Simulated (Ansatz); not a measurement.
Input:

BP:
```
CELL_PARAMETERS angstrom
      5.56831     0.00000     0.00000
      0.00000     5.56831     0.00000
      0.00000     0.00000     3.20537
ATOMIC_POSITIONS crystal
  B  0.17829 0.17829 0.00000
  B  0.82171 0.82171 0.00000
  P  0.81938 0.18062 0.00000
  P  0.18062 0.81938 0.00000
  P  0.68062 0.68062 0.50000
  P  0.31938 0.31938 0.50000
  B  0.32171 0.67829 0.50000
  B  0.67829 0.32171 0.50000
```

This is the PBE-relaxed structure. x, y and z are the axes in which the lattice vectors are written.

**Question.** All from DFT-PBE in the program Ansatz with PAW potentials, unless another level is named. Estimate the smallest direct gap on the standard path.

**Answer.** 1.35 eV.

**Question.** And the hole effective mass, band 2 of 2 at the edge?

**Answer.** 0.22 along x, 0.72 along z (mₑ).

**Question.** Predict the formation energy from the elements (no fitted shifts).

**Answer.** -0.29 eV/atom.

**Question.** Give the electron effective mass.

**Answer.** 0.33, 0.33, 0.48 mₑ (principal values).

Space group P4_2/mnm. The start of the workflow was typed in or built on a structure type; neither database checked (COD, Materials Project) lists it. It is not the phase usual at ambient conditions (space group No. 216). Symmetry was held in the PBE relaxation; whether a distortion lowers the energy is not shown. The references are the lowest solids computed at this level, not always the standard phases.

Potentials: the earlier of the program's two PAW sets.
